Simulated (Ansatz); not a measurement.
Values for one crystal, relaxed and computed with plane-wave PAW LDA (Ansatz code); other levels are named.

| Quantity | Result |
|---|---|
| Volume per atom | 15.21 Å³ |
| Electronic character | metallic (no gap) |
| Zone-centre stability | no imaginary mode at Γ |
| Highest zone-centre frequency | 372 cm⁻¹ |
| Hill bulk and shear moduli | 224 and 138 GPa |
| Young's modulus | 344 GPa |
| Debye temperature from the elastic constants | 461 K |

### Question
Which of these materials gives this?
(A) TaAs, I4_1md (Ta on 4a, As on 4a)
(B) BP, P6_222 (B on 3d, P on 3c)
(C) TaN, rock salt
(D) TaP, P-6m2 (Ta on 1e, P on 1b)

### Answer
D, TaP, P-6m2 (Ta on 1e, P on 1b)

The first step of the workflow began from a Materials Project structure, measured or hypothetical; the Crystallography Open Database copy checked does not list it. COD files the formula under space group No. 141. Whether it is the stable phase at ambient conditions was not checked. The LDA relaxation kept the symmetry of its start. No spin polarisation was allowed. As this level gives no gap, shear constants depend on the k-mesh and smearing (Fermi–Dirac, 0.1 eV here). As this level gives no gap, phonon frequencies hold no LO–TO term and depend on the k-mesh and smearing (Fermi–Dirac, 0.1 eV here). Spin–orbit coupling is left out wherever it is not named.

Potentials: the earlier of the program's two PAW sets. The files were generated under PBE; for other functionals the program regenerates the frozen cores, and for LDA and PBEsol the local potential too.
